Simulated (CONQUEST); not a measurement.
A self-consistent single point of C (R-3m, 24 atoms in the cell; from Materials Project mp-2516584) with CONQUEST.

Method: LDA (PW92), numerical atomic orbitals double-zeta with polarisation (the shipped basis), PseudoDojo norm-conserving potentials made for LDA in CONQUEST.

```
CELL_PARAMETERS angstrom
      2.46638     0.00000     0.00000
      0.00000     4.27190     0.00000
      0.00000     0.00000    24.84785
ATOMIC_POSITIONS crystal
  C  0.00000 0.00000 0.91283
  C  0.00000 0.33333 0.75384
  C  0.00000 0.33333 0.91282
  C  0.00000 0.00000 0.75385
  C  0.50000 0.16667 0.24616
  C  0.00000 0.00000 0.08717
  C  0.00000 0.00000 0.24615
  C  0.50000 0.16667 0.08718
  C  0.00000 0.33333 0.57950
  C  0.50000 0.16667 0.42050
  C  0.50000 0.16667 0.57949
  C  0.00000 0.33333 0.42051
  C  0.50000 0.50000 0.91283
  C  0.50000 0.83333 0.75384
  C  0.50000 0.83333 0.91282
  C  0.50000 0.50000 0.75385
  C  0.00000 0.66667 0.24616
  C  0.50000 0.50000 0.08717
  C  0.50000 0.50000 0.24615
  C  0.00000 0.66667 0.08718
  C  0.50000 0.83333 0.57950
  C  0.00000 0.66667 0.42050
  C  0.00000 0.66667 0.57949
  C  0.50000 0.83333 0.42051
```

Reference input (self-consistent single point, DFT, LDA (PW92), numerical atomic orbitals double-zeta with polarisation (the shipped basis), PseudoDojo norm-conserving potentials made for LDA): basis = DZP; Diag.MPMeshX, Y, Z = 9 5 1; potentials = PseudoDojo norm-conserving LDA; Grid.GridCutoff = 140 Ha; DM.SolutionMethod = diagon; Diag.kT = 0.003675 Ha; Diag.GammaCentred = true; minE.SCTolerance = 1.0e-06; SC.MaxIters = 100; SC.LinearMixingFactor = 0.5; SC.KerkerPreCondition = true; SC.KerkerFactor = 0.1 1/bohr. This run's input differs from it in these lines:

```diff
@@ -16,5 +16,5 @@
 Diag.MPMesh                    T
-Diag.MPMeshX                   9
-Diag.MPMeshY                   5
-Diag.MPMeshZ                   1
+Diag.MPMeshX                   13
+Diag.MPMeshY                   8
+Diag.MPMeshZ                   2
 Diag.GammaCentred              T
```

Log, with long lists cut:

```
    PulayMixSC: Starting Pulay mixing, A_up =  0.500 A_dn =  0.500
    PulayMixSC: Spin non-polarised calculation.
    PulayMixSC: with Kerker preconditioning, q0 =  0.100
          Harris-Foulkes Energy            :      -144.995004324237641 Ha
          Free Energy (E-TS)               :      -144.995312002735915 Ha
    PulayMixSC: Pulay iteration     1 residual:              0.46834E-02
          Harris-Foulkes Energy            :      -144.655119229098517 Ha
          Free Energy (E-TS)               :      -144.655438168573824 Ha
    PulayMixSC: Pulay iteration     2 residual:              0.21076E-02
   [... lines left out ...]
          Free Energy (E-TS)               :      -144.575417644907787 Ha
    PulayMixSC: Pulay iteration     5 residual:              0.14413E-04
          Harris-Foulkes Energy            :      -144.575087627944527 Ha
          Free Energy (E-TS)               :      -144.575420669736275 Ha
    PulayMixSC: Pulay iteration     6 residual:              0.20333E-05
          Harris-Foulkes Energy            :      -144.575087972133304 Ha
          Free Energy (E-TS)               :      -144.575420959279995 Ha
    PulayMixSC: Pulay iteration     7 residual:              0.76149E-06
    PulayMixSC: Reached SCF tolerance of  0.76149E-06 after      7 iterations
      | Number of electrons      =        96.000041
      | GS Energy as E-(1/2)TS   =      -144.575254465706649 Ha
      | Free Energy as E-TS      =      -144.575420959279995 Ha
      |* Harris-Foulkes energy   =      -144.575087972133304 Ha
      |* DFT total energy        =      -144.575087936056605 Ha

    force: Forces on atoms (Ha/a0)
    force:  Atom   X              Y              Z
    force:     1  -0.0000000422  -0.0007647412  -0.0002530755
    force:     2  -0.0000009527   0.0007680010   0.0002305408
    force:     3  -0.0000009290   0.0007642304  -0.0000750753
    force:     4  -0.0000000422  -0.0007658861   0.0000489876
    force:     5  -0.0000009527  -0.0007680010  -0.0002305408
    force:     6  -0.0000000422   0.0007647412   0.0002530755
   [... lines left out ...]
    force:    24  -0.0000009713  -0.0007575438   0.0000288158

    force: Maximum force :        0.00076800(Ha/a0) on atom         2 in y direction
    force: Force Residual:        0.00078215 Ha/a0
    force: Total stress:          0.56574623     0.08833992     1.47421507 GPa
    force: Average pressure:     -0.70943374 GPa

    get_E_and_F: Change in energy during last step of electronic optimisation: -0.34419E-06
```

The run converged in 7 iterations. CONQUEST prints the stress tensor with tension positive. Against the reference run the free energy falls by 4.7 meV/atom and the pressure moves little (-0.64 to -0.71 GPa).

The program uses no crystal symmetry, so grid and mesh can part values that symmetry would make equal. The atom-centred basis is finite, which shifts total energies and pressures against plane waves. This run is one point of a test of settings, so its values need not be converged; read them against the reference run alone. The structure comes from a collection of computed structures, made at another level of theory; the collection holds predicted forms beside known ones.

Cost on one core: around 5 core-minutes (rough).
